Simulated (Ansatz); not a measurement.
WSe2 in space group P6_3/mmc (No. 194; W on 2c, Se on 4f) at seven volumes, DFT-r²SCAN+D4 in the program Ansatz with PAW potentials, shape and atoms relaxed at each. One row is withheld.

```json
[
 {"V (Å³/atom)": "18.950", "P (GPa)": "5.74"},
 {"V (Å³/atom)": "19.575", "P (GPa)": "3.20"},
 {"V (Å³/atom)": "20.199", "P (GPa)": "1.31"},
 {"V (Å³/atom)": "20.824", "P (GPa)": "0.00"},
 {"V (Å³/atom)": "21.449", "P (GPa)": "-0.84"},
 {"V (Å³/atom)": "22.073", "P (GPa)": "-1.31"},
 {"V (Å³/atom)": "22.698", "P (GPa)": "?"}
]
```

### Question
Fit the shown pressures and predict the withheld one.

### Answer
P = (3/2)B₀(x^(7/2) − x^(5/2))[1 + (3/4)(B′ − 4)(x − 1)] with x = (V₀/V)^(2/3). Least squares on the six rows gives V₀ = 20.835 Å³/atom, B₀ = 34.7 GPa, B′ = 13.10. At V = 22.698, x = 0.9445 and P = -1.56 GPa. The run itself gave -1.53 GPa.

Symmetry was held in the r²SCAN+D4 relaxation. The run is not spin-polarised. Scalar-relativistic: spin–orbit coupling is off unless named, which matters more the heavier the elements.

Potentials: the later of the program's two PAW sets.
